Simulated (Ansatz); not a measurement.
Base run

Ansatz input (lattice in Å, positions in fractions of it; a bare `kind: paw` takes the build's default datasets)
```yaml
crystal:
  lattice:
    - [3.0, 0.0, 0.0]
    - [0.0, 3.0, 0.0]
    - [0.0, 0.0, 3.0]
  atoms:
    - { symbol: Ru, position: [0.0115470054, 0.0115470054, 0.0115470054] }
    - { symbol: Al, position: [0.5, 0.5, 0.5] }
kpoints:
  mp_grid: { grid: [4, 4, 4] }
hamiltonian:
  xc: hse06
  pseudopotentials: { kind: paw }
scf:
  occupations: { method: fermi_dirac, width: 0.1 }
output:
  forces: true
  stress: true
  eigenvalues: true
```

The calculation used HSE06, plane waves, PAW datasets (generated soft set 1) in Ansatz 0.2.0 development build.

The cutoff used is 420 eV.

The stress includes the program's correction for the finite plane-wave basis.

It gives a pressure of -8.54 GPa and an rms force of 0.420 eV/Å.

(1) What changes with an exchange cutoff ratio of 1?

(2) What changes with an exchange cutoff ratio of 2?

(3) What changes with the regularized exchange singularity in place of the Wigner–Seitz cut?

Results:

(1) The pressure goes down by 0.01 GPa, the forces move by 0.1 meV/Å (rms), and the free energy changes by +30.82 meV/atom.

(2) The pressure doesn't move by more than 0.01 GPa, the forces move by 0.0 meV/Å (rms), and the free energy changes by +0.02 meV/atom.

(3) The pressure decreases by 0.07 GPa, the forces move by 0.0 meV/Å (rms), and the free energy changes by -2.38 meV/atom.

The k-mesh is coarse, so these values belong to this mesh and can lie far from the converged ones. The program warned that the forces were taken on a coarse exchange grid.
